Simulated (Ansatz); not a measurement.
**Ni, a database entry at a rescaled volume**

```xyz
2
Lattice="1.7845 1.7845 3.5691 -1.7845 1.7845 0.0000 1.7845 1.7845 0.0000" Properties=species:S:1:pos:R:3 pbc="T T T"
Ni    0.0000    0.0000    0.0000
Ni    0.0000    1.7845    1.7845
```

Single point in Ansatz 0.2.0 with r2SCAN, with U_eff = 6.89 eV on Ni d (all-electron-ortho-atomic projectors), spin-orbit coupling. Cutoff 500 eV, PAW datasets, 9×9×9 Γ-centred k mesh, gaussian filling (width 0.2731 eV).

Magnetic state (reached from a saved solution, and it need not be the lowest): Ni1 along (0.39, 0.04, 0.92), Ni2 along (0.39, 0.04, 0.92).

Problem. How large are the moments?

Solution. Ni1 1.01, Ni2 1.01 μB of spin moment in Bader basins; net size 2.02 μB a cell.

Problem. What does the stress say?

Solution. The pressure is 16.1 GPa (compression positive), so with the atoms held at these fractions the cell would first expand. The principal stresses 15.4, 15.4, 17.4 GPa differ, so its shape would change too.

Problem. Metal or insulator?

Solution. It is a metal, with about 0.4 states/eV a cell as the mean within 0.25 eV of the Fermi level, mostly Ni s (51 %) and Ni d (29 %).

Origin: a database entry at a rescaled volume. Caveats: the k mesh is coarse if the cell is a metal; atoms or cell far from equilibrium; wide smearing.
